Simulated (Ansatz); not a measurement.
ZnS (zinc blende): values from a third-order Birch-Murnaghan fit to a volume scan beside measured ones. Computed values: r2SCAN (plane waves to 500 eV, PAW, scalar-relativistic; Ansatz, an electronic-structure program). ZnS was relaxed with its symmetry unable to fall.

```json
[
 {"quantity": "Lattice constant a (Å)", "reference": "5.41", "kind": "measured, room temperature or unstated"},
 {"quantity": "Bulk modulus B₀ (GPa)", "reference": "77.1", "kind": "measured, room temperature or unstated"}
]
```

References as given in: Martin Albrecht, Beate Paulus, Hermann Stoll, Physical review. B, Condensed matter (1997), arXiv:cond-mat/9706128; Cormac Toher, Corey Oses, Jose J. Plata et al., Physical Review Materials (2017), arXiv:1611.05714. Values not taken to low temperature hold thermal and zero-point shifts that a static calculation lacks, so small differences there are no errors of the method.

Q: Estimate the r2SCAN values and the sign and size of each difference.

A: 
```csv
quantity,r2SCAN,difference
Lattice constant a (Å),5.389,-0.4 %
Bulk modulus B₀ (GPa),78.6,+1.9 %
```



(Under strain, the slope of the energy per volume gives the stress and its curvature an elastic modulus.)
